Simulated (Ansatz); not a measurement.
**Zincblende alloy of InAs and AlAs (12 of 32 In sites exchanged), 64 atoms**

Ansatz, PAW, plane waves. PBEsol relaxation of volume and atoms (shape held) at the single k point (¼, ¼, ¼) without its symmetry partners; single points on the relaxed atoms at the single k point (¼, ¼, ¼) without its symmetry partners, onto which points of the small cell's zone fold. Arrangement: clustered. No spin–orbit coupling unless named.

Relaxed structure:

```yaml
crystal:
  lattice:
    - [11.85469, 0.00000, 0.00000]
    - [0.00000, 11.85469, 0.00000]
    - [0.00000, 0.00000, 11.85469]
  atoms:
    - { symbol: In, position: [0.00034, 0.99055, 0.00023] }
    - { symbol: In, position: [0.00237, 0.99366, 0.49977] }
    - { symbol: In, position: [0.49965, 0.99378, 0.00295] }
    - { symbol: In, position: [0.49749, 0.99472, 0.49798] }
    - { symbol: In, position: [0.49995, 0.50593, 0.49564] }
    - { symbol: In, position: [0.25052, 0.25625, 0.00340] }
    - { symbol: In, position: [0.24786, 0.25531, 0.49833] }
    - { symbol: In, position: [0.75063, 0.25913, 0.00137] }
    - { symbol: In, position: [0.75304, 0.25630, 0.50121] }
    - { symbol: In, position: [0.75350, 0.74463, 0.49733] }
    - { symbol: In, position: [0.24965, 0.99064, 0.24997] }
    - { symbol: In, position: [0.24805, 0.99246, 0.75016] }
    - { symbol: In, position: [0.24605, 0.50736, 0.75191] }
    - { symbol: In, position: [0.74980, 0.99216, 0.24819] }
    - { symbol: In, position: [0.75219, 0.99623, 0.75266] }
    - { symbol: In, position: [0.00059, 0.25816, 0.25096] }
    - { symbol: In, position: [0.99862, 0.25741, 0.75060] }
    - { symbol: In, position: [0.50020, 0.25725, 0.24920] }
    - { symbol: In, position: [0.50302, 0.25442, 0.75371] }
    - { symbol: In, position: [0.49895, 0.74716, 0.75400] }
    - { symbol: Al, position: [0.99721, 0.50786, 0.00150] }
    - { symbol: Al, position: [0.99913, 0.50628, 0.49706] }
    - { symbol: Al, position: [0.50117, 0.50654, 0.00388] }
    - { symbol: Al, position: [0.24613, 0.74274, 0.00294] }
    - { symbol: Al, position: [0.24347, 0.74401, 0.49426] }
    - { symbol: Al, position: [0.75115, 0.74111, 0.00156] }
    - { symbol: Al, position: [0.24732, 0.50767, 0.24743] }
    - { symbol: Al, position: [0.75118, 0.50638, 0.24548] }
    - { symbol: Al, position: [0.75322, 0.50492, 0.75363] }
    - { symbol: Al, position: [0.99977, 0.74071, 0.24650] }
    - { symbol: Al, position: [0.99896, 0.74304, 0.75097] }
    - { symbol: Al, position: [0.49581, 0.74266, 0.24480] }
    - { symbol: As, position: [0.12420, 0.12347, 0.12609] }
    - { symbol: As, position: [0.12389, 0.12606, 0.62578] }
    - { symbol: As, position: [0.12317, 0.62408, 0.12401] }
    - { symbol: As, position: [0.11722, 0.63051, 0.61810] }
    - { symbol: As, position: [0.62537, 0.12623, 0.12473] }
    - { symbol: As, position: [0.62533, 0.12353, 0.62447] }
    - { symbol: As, position: [0.62534, 0.62523, 0.12577] }
    - { symbol: As, position: [0.63124, 0.61980, 0.63176] }
    - { symbol: As, position: [0.37526, 0.39271, 0.12676] }
    - { symbol: As, position: [0.37473, 0.37964, 0.62597] }
    - { symbol: As, position: [0.37225, 0.85796, 0.12243] }
    - { symbol: As, position: [0.36598, 0.86142, 0.61635] }
    - { symbol: As, position: [0.87616, 0.39230, 0.12534] }
    - { symbol: As, position: [0.87645, 0.39321, 0.62539] }
    - { symbol: As, position: [0.87465, 0.85611, 0.12479] }
    - { symbol: As, position: [0.88138, 0.86565, 0.63178] }
    - { symbol: As, position: [0.37317, 0.12574, 0.37237] }
    - { symbol: As, position: [0.37409, 0.12350, 0.87605] }
    - { symbol: As, position: [0.36725, 0.63055, 0.36757] }
    - { symbol: As, position: [0.37402, 0.62539, 0.88951] }
    - { symbol: As, position: [0.87533, 0.12351, 0.37438] }
    - { symbol: As, position: [0.87592, 0.12640, 0.87768] }
    - { symbol: As, position: [0.88033, 0.61826, 0.36615] }
    - { symbol: As, position: [0.87565, 0.62511, 0.87603] }
    - { symbol: As, position: [0.12620, 0.39287, 0.37517] }
    - { symbol: As, position: [0.11729, 0.38588, 0.88394] }
    - { symbol: As, position: [0.12054, 0.85781, 0.37099] }
    - { symbol: As, position: [0.12478, 0.85576, 0.87468] }
    - { symbol: As, position: [0.63383, 0.38583, 0.36756] }
    - { symbol: As, position: [0.62540, 0.39306, 0.87717] }
    - { symbol: As, position: [0.61616, 0.86161, 0.36678] }
    - { symbol: As, position: [0.63285, 0.86570, 0.88356] }
```

(1) What are the mean bond lengths by pair (pairs within 1.2 times the sum of covalent radii, less contacts 15 % beyond the pair's median; cation–cation pairs of compounds aside; long ionic contacts are cut short by that bound)?

(2) What gap lies between the top filled and the lowest empty level in the single points?

Results:

(1) Al–As 2.483 ± 0.014 Å (standard deviation, 48 bonds); As–In 2.620 ± 0.010 Å (standard deviation, 80 bonds).

(2) HSE06 2.26 eV (84 s on NVIDIA H100). Away from Γ this isn't the crystal's band gap.
